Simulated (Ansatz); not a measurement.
## Kick test of a cell of Mg₂CdTe₃

It was reached by relaxing an invented guess, and it needn't be the stable form of this composition.

All numbers below come from Ansatz, DFT PBE, scalar-relativistic, plane waves, PAW. Settings: cutoff 420 eV, Γ-centred mesh 6×6×4 on the computed 6-atom cell, Gaussian smearing of 0.02 eV; no spin polarisation.

The cell below (6 atoms, space group P3m1 (No. 156)) is relaxed within its symmetry.

```xyz
6
Lattice="4.6332 0.0000 0.0000 -2.3166 4.0125 0.0000 0.0000 0.0000 11.3163" Properties=species:S:1:pos:R:3 pbc="T T T"
Mg    0.0000    0.0000   11.3095
Mg    0.0000    2.6750    7.5735
Cd    2.3166    1.3375    3.7580
Te    2.3166    1.3375    0.8959
Te    0.0000    2.6750    4.7551
Te    0.0000    0.0000    8.4860
```

For the test a repeat of it with 12 atoms (edges 4.63, 8.02, 11.32 Å) was strained at random (σ = 1.5 % a component), the atoms were moved at random (σ = 0.15 Å), and all was relaxed again on a coarse 4×2×2 mesh (in the run’s order of axes) with 0.10 eV smearing, with no symmetry imposed.

These runs have no spin–orbit coupling, which can matter for Te.

Problem. Does it come back?

Solution. It returns, within 1 meV/atom of the unmoved cell on that mesh and with the same symmetry when read at 0.1 Å (Cm at 0.01 Å, so small strains and shifts remain). No instability shows in this cell; modes of other wave vectors, which need another repeat, aren't tested.
